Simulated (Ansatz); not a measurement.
GaAs in space group P6_222 (No. 180; Ga on 3d, As on 3c), a = b = 4.0261 Å, c = 8.8523 Å, α = β = 90.00°, γ = 120.00°.

Relaxed with r²SCAN.

**Question.** Which orbitals make up the states near the Fermi level in r²SCAN in the plane-wave PAW code Ansatz?

**Answer.** Within 0.5 eV of the Fermi level: As 4p 51 %, Ga 4p 22 %, Ga 4s 17 %, As 4s 7 %. Projections are on Löwdin-orthogonalised atomic valence shells; empty p or d shells of many metals are not among them.

**Question.** Tabulate the density of states.

**Answer.** States/eV per cell of 6 atoms, in 0.25 eV bins, energy from the Fermi level.

```tsv
E (eV)	total	As 4p	Ga 4p	Ga 4s
-7.85	1.82	0.81	0.11	0.85
-7.60	2.28	1.01	0.13	1.06
-7.35	2.08	0.92	0.14	0.89
-7.10	2.95	1.28	0.21	1.24
-6.85	1.77	0.77	0.19	0.63
-6.60	1.06	0.46	0.12	0.35
-6.35	0.71	0.31	0.08	0.22
-6.10	1.75	0.76	0.26	0.59
-5.85	3.05	1.30	0.39	1.07
-5.60	2.64	1.12	0.34	0.87
-5.35	1.59	0.75	0.35	0.33
-5.10	1.06	0.52	0.24	0.21
-4.85	1.37	0.67	0.33	0.27
-4.60	1.42	0.74	0.39	0.19
-4.35	1.71	0.93	0.52	0.15
-4.10	2.04	1.16	0.64	0.13
-3.85	2.25	1.30	0.70	0.13
-3.60	3.14	1.85	0.96	0.18
-3.35	3.55	2.12	1.05	0.23
-3.10	2.95	1.76	0.84	0.22
-2.85	3.21	2.01	0.87	0.20
-2.60	3.64	2.38	0.96	0.17
-2.35	3.67	2.45	0.98	0.14
-2.10	3.95	2.69	1.02	0.13
-1.85	4.07	2.84	1.00	0.12
-1.60	3.99	2.76	0.99	0.12
-1.35	4.43	3.03	1.18	0.11
-1.10	2.00	1.43	0.49	0.03
-0.85	1.16	0.83	0.29	0.01
-0.60	0.42	0.29	0.11	0.01
-0.35	0.18	0.12	0.05	0.01
-0.10	0.03	0.02	0.01	0.00
0.15	0.03	0.01	0.00	0.01
0.40	0.14	0.03	0.02	0.05
0.65	0.41	0.09	0.09	0.14
0.90	1.27	0.30	0.31	0.39
1.15	2.92	0.79	0.74	0.82
1.40	2.55	0.71	0.64	0.75
1.65	2.09	0.64	0.54	0.56
1.90	2.54	0.71	0.83	0.57
2.15	3.67	1.10	1.24	0.74
2.40	3.98	1.31	1.35	0.72
2.65	3.12	1.02	1.17	0.47
2.90	3.47	1.25	1.11	0.64
3.15	4.18	1.34	1.59	0.63
3.40	3.14	0.91	1.43	0.35
3.65	3.58	1.01	1.70	0.31
3.90	2.32	0.65	1.12	0.18
4.15	1.92	0.44	0.99	0.13
4.40	3.29	0.66	1.79	0.16
4.65	3.30	0.71	1.80	0.14
```

The start of the workflow was typed in or built on a structure type; neither database checked (COD, Materials Project) lists it. It is not the phase usual at ambient conditions (space group No. 216). Symmetry was held in the r²SCAN relaxation; its stability against distortions is not shown here. Spin–orbit coupling is left out wherever it is not named.

Potentials: the later of the program's two PAW sets.
